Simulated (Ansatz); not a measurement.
A trial cell of Cr was relaxed with r2SCAN (plane waves to 500 eV, PAW, scalar-relativistic; Ansatz, a quantum-chemistry and plane-wave program).

Before: P4/nmm, origin choice 1 (No. 129), tP4; a = b = 4.103 Å, c = 2.838 Å, α = β = γ = 90.00°.

After relaxation:

Simulated powder pattern, Cu Kα, λ = 1.54184 Å (kinematic, ideal powder, no thermal factors, no anomalous dispersion; the 24 strongest lines at most, above 1 %, up to 2θ = 90°):

```csv
2θ (°),I/Imax (%)
43.19,100
62.73,14
79.21,27
```

Q: Identify the relaxed structure from its pattern: crystal system, space group and cell.

A: Cubic, Im-3m (No. 229), cI2, bcc (W type); a = 2.9622 Å, b = 2.9622 Å, c = 2.9622 Å, α = 90.00°, β = 90.00°, γ = 90.00°. Sites: Cr 2a (0.000, 0.000, 0.000).

Q: Index the strongest lines.

A: 43.19° (110), 62.73° (200), 79.21° (211).

Spin state reached: antiferromagnetic (net 0.00 μB/atom), from parallel starting moments; other spin orders were not run from this start.

The run could not lose the symmetry of its start; a randomly shaken copy of 4 atoms returns to this structure.
